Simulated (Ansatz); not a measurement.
## Two states of GdPdAu

```
CELL_PARAMETERS angstrom
3.72913 6.45904 0.00000
-3.72913 6.45904 0.00000
0.00000 0.00000 3.85386
ATOMIC_POSITIONS crystal
Gd 0.59347 0.40653 0.00000
Gd 0.40653 0.00000 0.00000
Gd 0.00000 0.59347 0.00000
Pd 0.00000 0.00000 0.00000
Pd 0.66670 0.66660 0.50000
Pd 0.33330 0.33340 0.50000
Au 0.25365 0.74635 0.50000
Au 0.74635 0.00000 0.50000
Au 0.00000 0.25365 0.50000
```

Method: PBE, with U_eff = 7.31 eV on Gd f, U_eff = 3.25 eV on Pd d (all-electron-ortho-atomic projectors); PAW, plane waves to 420 eV, 4×4×6 Γ-centred mesh, fermi-dirac occupations (width 0.1 eV) (Ansatz 0.2.0), atoms fixed.

State A: Gd1 up, Gd2 down, Gd3 up (collinear spin). State B: Gd1 up, Gd2 up, Gd3 up (collinear spin).

Task: Compare the two self-consistent states.

Result: State B is lower by 2.9 meV an atom at zero smearing. So small a gap isn't resolved on this mesh where a state is a metal.

```
state  free energy (meV/atom)  largest moment in a small sphere (μB)  net moment (μB/cell)  gap on mesh (eV)  pressure (GPa)  largest force (eV/Å)
    A                     2.6                                   7.08                  7.30             metal             4.5                  0.53
    B                     0.0                                   7.10                 21.87             metal             4.5                  0.53
```

Origin: a known structure type with other elements, at an estimated volume, so it need not be a known compound.
